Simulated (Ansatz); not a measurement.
BaGe$_{2}$:
```cif
data_Ba4Ge8
_chemical_formula_sum 'Ba4 Ge8'
_space_group_name_H-M_alt 'I41/amd :1'
_space_group_IT_number 141
_space_group_name_Hall 'I 4bw 2bw -1bw'
_cell_length_a 4.72039
_cell_length_b 4.72039
_cell_length_c 14.59523
_cell_angle_alpha 90.000
_cell_angle_beta 90.000
_cell_angle_gamma 90.000
loop_
_atom_site_label
_atom_site_type_symbol
_atom_site_symmetry_multiplicity
_atom_site_Wyckoff_symbol
_atom_site_fract_x
_atom_site_fract_y
_atom_site_fract_z
_atom_site_occupancy
Ba1 Ba 4 a 0.00000 0.00000 0.00000 1
Ge1 Ge 8 e 0.00000 0.00000 0.41614 1
```
(The calculation used a cell of 6 atoms; values per cell refer to that cell.)

Relaxed with PBEsol.

### Question
Which orbitals make up the states near the Fermi level in plane-wave PAW PBEsol (Ansatz code)?

### Answer
Within 0.5 eV of the Fermi level: Ge 4p 71 %, Ge 4s 11 %, outside the projected shells 17 %. Projections are on Löwdin-orthogonalised atomic valence shells; empty p or d shells of many metals are not among them.

### Question
Tabulate the density of states.

### Answer
States/eV per cell of 6 atoms, in 0.25 eV bins, energy from the Fermi level.

| E (eV) | total | Ge 4p | Ge 4s | Ba 6s |
|---|---|---|---|---|
| -7.85 | 1.87 | 0.54 | 1.22 | 0.03 |
| -7.60 | 1.98 | 0.60 | 1.28 | 0.03 |
| -7.35 | 1.49 | 0.47 | 0.96 | 0.02 |
| -7.10 | 0.85 | 0.27 | 0.55 | 0.01 |
| -6.85 | 0.77 | 0.25 | 0.49 | 0.00 |
| -6.60 | 0.78 | 0.27 | 0.49 | 0.00 |
| -6.35 | 0.81 | 0.29 | 0.49 | 0.01 |
| -6.10 | 0.88 | 0.32 | 0.53 | 0.01 |
| -5.85 | 1.04 | 0.39 | 0.61 | 0.01 |
| -5.60 | 1.72 | 0.66 | 0.99 | 0.03 |
| -5.35 | 1.35 | 0.54 | 0.75 | 0.03 |
| -5.10 | 0.65 | 0.26 | 0.36 | 0.01 |
| -4.85 | 0.42 | 0.16 | 0.24 | 0.01 |
| -4.60 | 0.29 | 0.11 | 0.17 | 0.00 |
| -4.35 | 0.19 | 0.07 | 0.12 | 0.00 |
| -4.10 | 0.12 | 0.04 | 0.08 | 0.00 |
| -3.85 | 0.07 | 0.02 | 0.05 | 0.00 |
| -3.60 | 0.15 | 0.12 | 0.02 | 0.01 |
| -3.35 | 2.00 | 1.76 | 0.06 | 0.08 |
| -3.10 | 4.41 | 3.92 | 0.11 | 0.14 |
| -2.85 | 5.52 | 5.03 | 0.08 | 0.12 |
| -2.60 | 2.72 | 2.46 | 0.06 | 0.07 |
| -2.35 | 1.39 | 1.11 | 0.12 | 0.08 |
| -2.10 | 2.64 | 2.04 | 0.20 | 0.22 |
| -1.85 | 2.87 | 2.27 | 0.17 | 0.23 |
| -1.60 | 1.70 | 1.40 | 0.08 | 0.10 |
| -1.35 | 3.23 | 2.64 | 0.19 | 0.09 |
| -1.10 | 6.97 | 5.76 | 0.37 | 0.11 |
| -0.85 | 6.18 | 4.95 | 0.43 | 0.04 |
| -0.60 | 3.50 | 2.67 | 0.26 | 0.03 |
| -0.35 | 2.71 | 1.97 | 0.22 | 0.03 |
| -0.10 | 2.24 | 1.58 | 0.22 | 0.02 |
| 0.15 | 2.09 | 1.47 | 0.25 | 0.02 |
| 0.40 | 1.91 | 1.29 | 0.27 | 0.02 |
| 0.65 | 2.01 | 1.31 | 0.30 | 0.02 |
| 0.90 | 2.59 | 1.40 | 0.33 | 0.03 |
| 1.15 | 2.29 | 1.17 | 0.29 | 0.04 |
| 1.40 | 2.03 | 1.06 | 0.24 | 0.05 |
| 1.65 | 2.84 | 1.45 | 0.38 | 0.09 |
| 1.90 | 3.33 | 1.63 | 0.39 | 0.14 |
| 2.15 | 3.46 | 1.45 | 0.37 | 0.19 |
| 2.40 | 4.09 | 1.46 | 0.34 | 0.32 |
| 2.65 | 3.65 | 1.26 | 0.24 | 0.25 |
| 2.90 | 3.85 | 1.16 | 0.23 | 0.28 |
| 3.15 | 4.54 | 1.14 | 0.27 | 0.38 |
| 3.40 | 5.55 | 1.29 | 0.31 | 0.45 |
| 3.65 | 5.84 | 1.34 | 0.31 | 0.43 |

Space group I4_1/amd. The workflow started from an entry of the Crystallography Open Database (COD). Whether it is the stable phase at ambient conditions was not checked. The PBEsol relaxation kept the symmetry of its start; whether a distortion lowers the energy is not shown. Scalar-relativistic: spin–orbit coupling is off unless named, which matters more the heavier the elements.

Potentials: the later of the program's two PAW sets.
